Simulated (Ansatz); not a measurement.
LaPb$_{3}$ (Cu3Au type, space group No. 221) at seven volumes, DFT-r²SCAN in the program Ansatz with PAW potentials, scaled uniformly. One row is withheld.

| V (Å³/atom) | P (GPa) |
|---|---|
| 27.574 | 6.05 |
| 28.483 | 3.70 |
| 29.392 | 1.70 |
| 30.301 | 0.00 |
| 31.210 | -1.44 |
| 32.119 | -2.66 |
| 33.028 | ? |

Question: Fit the shown pressures and predict the withheld one.

Answer: Third-order Birch–Murnaghan: P = (3/2)B₀(x^(7/2) − x^(5/2))[1 + (3/4)(B′ − 4)(x − 1)] with x = (V₀/V)^(2/3). Least squares on the six rows gives V₀ = 30.303 Å³/atom, B₀ = 52.02 GPa, B′ = 4.42. At V = 33.028, x = 0.9442 and P = -3.70 GPa. The run itself gave -3.69 GPa.

Space group Pm-3m (Cu3Au type). The workflow started from an entry of the Crystallography Open Database (COD). Its standing as an ambient phase is unchecked. Symmetry was held in the r²SCAN relaxation; whether a distortion lowers the energy is not shown. Scalar-relativistic: spin–orbit coupling is off unless named, which matters more the heavier the elements.

Potentials: the later of the program's two PAW sets.
